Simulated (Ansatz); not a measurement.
Zr in space group P6/mmm (No. 191; Zr on 1a, Zr on 2d) under volume change, plane-wave PAW r²SCAN (Ansatz code), shape and atoms relaxed at each volume.

| V (Å³/atom) | E − E(relaxed) (meV/atom) | P (GPa) |
|---|---|---|
| 21.058 | 65.0 | 10.73 |
| 21.753 | 27.5 | 6.66 |
| 22.447 | 6.6 | 3.10 |
| 23.141 | 0.0 | -0.01 |
| 23.835 | 6.1 | -2.74 |
| 24.529 | 23.2 | -5.13 |
| 25.224 | 50.1 | -7.23 |

**Question.** What does a third-order Birch–Murnaghan fit give for V₀, B₀ and B′?

**Answer.** V₀ = 23.14 Å³/atom, B₀ = 97.1 GPa, B′ = 3.4.

This is a known high-pressure phase of the composition, computed here at zero pressure and temperature. The r²SCAN relaxation kept the symmetry of its start; its stability against distortions is not shown here. No spin polarisation was allowed.

Potentials: the earlier of the program's two PAW sets.
